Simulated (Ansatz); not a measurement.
Given:

In2Se3:
```cif
data_In2Se3
_chemical_formula_sum 'In2 Se3'
_space_group_name_H-M_alt 'P 1'
_space_group_IT_number 1
_cell_length_a 3.91631
_cell_length_b 3.91631
_cell_length_c 9.17235
_cell_angle_alpha 89.993
_cell_angle_beta 90.007
_cell_angle_gamma 119.999
loop_
_space_group_symop_operation_xyz
  'x, y, z'
loop_
_atom_site_label
_atom_site_type_symbol
_atom_site_fract_x
_atom_site_fract_y
_atom_site_fract_z
_atom_site_occupancy
In1 In 0.33334 0.66666 0.19867 1
In2 In 0.66666 0.33334 0.80133 1
Se1 Se 0.00000 0.00000 0.00000 1
Se2 Se 0.33323 0.66677 0.65581 1
Se3 Se 0.66677 0.33323 0.34419 1
```

This is the LDA-relaxed structure.

**Question.** All from LDA (plane waves, PAW; program Ansatz), unless another level is named. Estimate the electronic character.

**Answer.** metallic (no gap).

**Question.** Next, the formation energy from the elements (no fitted shifts)?

**Answer.** -0.47 eV/atom.

**Question.** What about the density of states at the Fermi level?

**Answer.** 0.19 states/eV per atom (mean over ±0.08 eV).

Space group P-3m1 (La2O3 or Ni2Al3 type). The first step of the workflow began from a Materials Project structure, measured or hypothetical; the Crystallography Open Database copy checked does not list it. COD files the formula under space group No. 160, 166, 169, 170. Its standing as an ambient phase is unchecked. The LDA relaxation kept the symmetry of its start; its stability against distortions is not shown here. A crystal of weakly bound layers computed without a dispersion correction: the cell and the soft elastic constants depend strongly on that. The references are the lowest solids computed at this level, not always the standard phases. Spin–orbit coupling is left out wherever it is not named.

Potentials: the earlier of the program's two PAW sets. The files were generated under PBE; for other functionals the program regenerates the frozen cores, and for LDA and PBEsol the local potential too.
